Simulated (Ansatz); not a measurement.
The relaxed structure here is a generated cell of HfO2: the first start was made by placing the elements on the sites of a structure type, and the end was not matched to a known phase here, so it may be hypothetical. Known forms of HfO2 include space group No. 14, 29, 137, 225.

A relaxed structure of HfO2. Space group Fd-3m (No. 227), cubic Laves (MgCu2 type). These are r2SCAN (plane waves to 500 eV, PAW, scalar-relativistic; Ansatz, a first-principles code) values and carry that method's errors.

```cif
data_Hf2O4
_chemical_formula_sum 'O4 Hf2'
_space_group_name_H-M_alt 'P 1'
_space_group_IT_number 1
_cell_length_a 4.51933
_cell_length_b 4.51933
_cell_length_c 4.51933
_cell_angle_alpha 60.000
_cell_angle_beta 60.000
_cell_angle_gamma 60.000
loop_
_space_group_symop_operation_xyz
  'x, y, z'
loop_
_atom_site_label
_atom_site_type_symbol
_atom_site_fract_x
_atom_site_fract_y
_atom_site_fract_z
_atom_site_occupancy
O1 O 0.12500 0.12500 0.12500 1
O2 O 0.62500 0.12500 0.12500 1
O3 O 0.12500 0.62500 0.12500 1
O4 O 0.12500 0.12500 0.62500 1
Hf1 Hf 0.75000 0.75000 0.75000 1
Hf2 Hf 0.50000 0.50000 0.50000 1
```

Question: What is the computed magnetic moment (r2SCAN)?

Answer: Net 0.77 μB/atom, ferromagnetic.

Spin state reached: ferromagnetic (net 0.77 μB/atom); other spin orders were not run from this start. The d or f electrons are treated with no Hubbard U.

The run could not lose the symmetry of its start: the end is stationary, and may be a saddle point rather than a minimum.

All atoms sit on sites fixed by symmetry, so only the cell could relax.
